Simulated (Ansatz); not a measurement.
Trial structure of Hf₂TeW₂S, not yet relaxed:

```cif
data_structure
_symmetry_space_group_name_H-M 'P 1'
_symmetry_Int_Tables_number 1
_cell_length_a 4.1113
_cell_length_b 4.1113
_cell_length_c 9.0627
_cell_angle_alpha 90.000
_cell_angle_beta 90.000
_cell_angle_gamma 120.000
_cell_volume 132.66
loop_
_atom_site_label
_atom_site_type_symbol
_atom_site_fract_x
_atom_site_fract_y
_atom_site_fract_z
_atom_site_occupancy
Hf1 Hf 0.33333 0.66667 0.80184 1
Hf2 Hf 0.66667 0.33333 0.19816 1
Te1 Te 0.00000 0.00000 0.00000 1
W1 W 0.33333 0.66667 0.21379 1
W2 W 0.66667 0.33333 0.78621 1
S1 S 0.00000 0.00000 0.50000 1
```

Computed with Ansatz 0.2.0, DFT PBE, scalar-relativistic, plane waves, PAW. Plane waves to 420 eV, a k mesh through Γ of 6×6×2 on the computed 6-atom cell and Gaussian smearing (0.10 eV); no spin polarisation.

Formation energies are uncorrected and refer to the elements' standard structures at the same level.

Q: What does a single point on this coarse mesh give?

A: The pressure is 16.8 GPa (the mean over three directions, positive in compression), the largest force is 1.46 eV/Å, and the energy is +1.97 eV/atom against the elements. The shortest distance is 2.38 Å.

Q: How much does it gain on relaxing, and where does it end?

A: Relaxing gains about 1.7 eV/atom (the start's value is from the coarse mesh, so the gain is rough) in 37 ionic steps and ends at +0.28 eV/atom on the finer mesh. The symmetry stays P-3m1 (No. 164). The volume per atom shrinks by 12.9 %, from 22.1 to 19.3 Å³. The shortest distance goes from 2.38 Å (Hf–W) to 2.74 Å (Te–W). The ratio c/a of the conventional cell changes by a factor of 0.59. Conventional cell: a = 4.685 Å, c = 6.078 Å. Hf is surrounded by 1 W at 2.78 Å, 3 S at 2.80 Å, 3 Hf at 3.05 Å, 4 W at 3.29–3.30 Å and 3 Te at 3.57 Å; Te has 6 W at 2.74 Å, 2 S at 3.04 Å and 6 Hf at 3.57 Å; around W lie 3 Te at 2.74 Å, 1 Hf at 2.78 Å, 3 W at 2.85 Å and 4 Hf at 3.29–3.30 Å; S is surrounded by 6 Hf at 2.80 Å and 2 Te at 3.04 Å.

The last run used a 12×12×6 mesh (in the run's order of axes) for its 6-atom cell and Gaussian smearing of 0.10 eV. Spin–orbit coupling, which can matter for Hf, Te and W, is left out. The reference forms of S and Te are held partly by dispersion forces, which this level lacks. The relaxation can't lower the symmetry of the start. Symmetry constrained the relaxation, so the result can be a saddle point.
